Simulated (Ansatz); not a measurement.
HgTe:
```cif
data_Hg4Te4
_chemical_formula_sum 'Te4 Hg4'
_space_group_name_H-M_alt 'F-43m'
_space_group_IT_number 216
_space_group_name_Hall 'F -4 2 3'
_cell_length_a 6.57284
_cell_length_b 6.57284
_cell_length_c 6.57284
_cell_angle_alpha 90.000
_cell_angle_beta 90.000
_cell_angle_gamma 90.000
loop_
_atom_site_label
_atom_site_type_symbol
_atom_site_symmetry_multiplicity
_atom_site_Wyckoff_symbol
_atom_site_fract_x
_atom_site_fract_y
_atom_site_fract_z
_atom_site_occupancy
Te1 Te 4 c 0.25000 0.25000 0.25000 1
Hg1 Hg 4 a 0.00000 0.00000 0.00000 1
```
(The calculation used a cell of 2 atoms; values per cell refer to that cell.)

Relaxed with r²SCAN.

Decompose the optical modes at the zone centre into irreducible representations, and say which are infrared and Raman allowed.

Point group -43m: Γ_opt = T2. Infrared: T2. Raman: T2.

Assign frequencies (DFPT, r²SCAN (plane waves, PAW; program Ansatz)).

T2 101 cm⁻¹.

The cell was relaxed with r²SCAN under the symmetry of its start; of distortions, only those at the zone centre were tested. As this level gives no gap, phonon frequencies hold no LO–TO term and depend on the k-mesh and smearing (Fermi–Dirac, 0.1 eV here). Scalar-relativistic: spin–orbit coupling is off unless named, which matters more the heavier the elements.

Potentials: the later of the program's two PAW sets.
